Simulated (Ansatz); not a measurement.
Values for one crystal, relaxed and computed with the program Ansatz at the LDA level (PAW); other levels are named.

| Property | Result |
|---|---|
| Volume per atom | 10.27 Å³ |
| Electronic character | metallic (no gap) |
| Pressure derivative B′ | 4.4 |
| Formation energy from the elements (no fitted shifts) | -1.23 eV/atom |
| Hill bulk and shear moduli | 376 and 144 GPa |
| Debye temperature from the elastic constants | 465 K |
| Elastic constants (relaxed ions, GPa) | C11 = 839, C12 = 145, C44 = 72.6 |

Task: Pick the material that matches.
(A) TaP, P-6m2 (Ta on 1e, P on 1b)
(B) TaN, rock salt
(C) TaAs, I4_1md (Ta on 4a, As on 4a)
(D) HfN, rock salt

Result: B, TaN, rock salt

Space group Fm-3m (rock salt). This is a known high-temperature phase of the composition, computed here at zero pressure and temperature. The LDA relaxation kept the symmetry of its start; whether a distortion lowers the energy is not shown. No spin polarisation was allowed. As this level gives no gap, shear constants depend on the k-mesh and smearing (Fermi–Dirac, 0.1 eV here). The references are the lowest solids computed at this level, not always the standard phases (solids in place of the gases). Spin–orbit coupling is left out wherever it is not named.

Potentials: the earlier of the program's two PAW sets. The files were generated under PBE; for other functionals the program regenerates the frozen cores, and for LDA and PBEsol the local potential too.
